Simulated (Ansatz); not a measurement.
Relaxed BP (zinc blende):

```
BP
1.0
    0.00000     4.54847     4.54847
    2.27424     2.27424     4.54847
    2.27424     2.27424     0.00000
P B
2 2
Direct
  0.00000   0.75000   0.75000
  0.50000   0.75000   0.75000
  0.00000   0.00000   0.00000
  0.50000   0.00000   0.00000
```

The atoms are displaced by Q × the pattern below (from a DFPT mode at X = (0.5, 0.5, 0.0), largest move 1; Q in Å), at fixed cell. It is one choice among 2 degenerate patterns. (q is in reciprocal vectors of the primitive cell; the cell shown is doubled to hold the pattern.)

| atom | x | y | z |
|---|---|---|---|
| P1 | -0.279 | 0.000 | 0.000 |
| P2 | 0.279 | 0.000 | 0.000 |
| B3 | 0.000 | 1.000 | 0.000 |
| B4 | 0.000 | -1.000 | 0.000 |

Method: PBE (plane waves to 420 eV, PAW, scalar-relativistic; Ansatz, an electronic-structure program). k mesh 12×12×12 (Γ-centred), Fermi-Dirac smearing 0.05 eV. E stands for the smeared free energy. BP was relaxed with its symmetry unable to fall. ΔE is measured from the undisplaced structure.

```json
[
 {"Q (Å)": "-0.180", "ΔE (eV/cell)": "0.773"},
 {"Q (Å)": "-0.120", "ΔE (eV/cell)": "0.344"},
 {"Q (Å)": "-0.060", "ΔE (eV/cell)": "0.086"},
 {"Q (Å)": "0.000", "ΔE (eV/cell)": "0.000"},
 {"Q (Å)": "0.060", "ΔE (eV/cell)": "0.086"},
 {"Q (Å)": "0.120", "ΔE (eV/cell)": "0.344"},
 {"Q (Å)": "0.180", "ΔE (eV/cell)": "0.773"}
]
```

Question: Which DFPT wavenumber at X = (0.5, 0.5, 0.0) belongs to this mode?
A) 313 cm⁻¹
B) 525 cm⁻¹
C) 701 cm⁻¹

Answer: C, 701 cm⁻¹. The curvature of the scan gives 701 cm⁻¹

(For displaced atoms, the force is minus the slope of the energy, and its curvature is a force constant, which sets phonon frequencies.)
